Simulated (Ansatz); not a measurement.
Simulated powder pattern, Cu Kα, λ = 1.54184 Å (kinematic, ideal powder, no thermal factors, no anomalous dispersion; the 30 strongest lines at most, above 1 %, up to 2θ = 90°):

```
2θ (°)  d (Å)  I/Imax (%)
------  -----  ----------
11.96   7.402         100
24.04   3.701         2.0
32.46   2.758          14
33.03   2.712         6.0
34.71   2.585          11
36.41   2.467         1.4
37.35   2.408          32
44.91   2.018          31
49.24   1.851         3.6
54.69   1.678         6.9
57.91   1.593         9.4
59.36   1.557         8.7
60.22   1.537         2.9
62.76   1.480         2.3
63.61   1.463         1.0
67.97   1.379         1.4
69.30   1.356         1.4
70.36   1.338         1.3
70.96   1.328         4.5
72.45   1.304         2.3
76.14   1.250         6.2
79.38   1.207         5.2
83.72   1.155         2.0
88.39   1.106         1.0
```

The pattern belongs to a structure relaxed with PBE in the plane-wave PAW code Ansatz.

Task: Which compound is it?
A. GaN, CsCl type
B. MoS2, P6_3/mmc (Mo on 2c, S on 4f)
C. ReS2, P6_3/mmc (Re on 2c, S on 4f)
D. PbS, zinc blende

Result: B, MoS2, P6_3/mmc (Mo on 2c, S on 4f)

Task: Give the lattice parameters.

Result: a = 3.185 Å, c = 14.805 Å.

Symmetry was held in the PBE relaxation. The run is not spin-polarised. The volume lies over 15 % above that of the usual cell of this phase: another minimum, or an error of the functional. A crystal of weakly bound layers computed without a dispersion correction: the cell and the soft elastic constants depend strongly on that.

Potentials: the later of the program's two PAW sets.
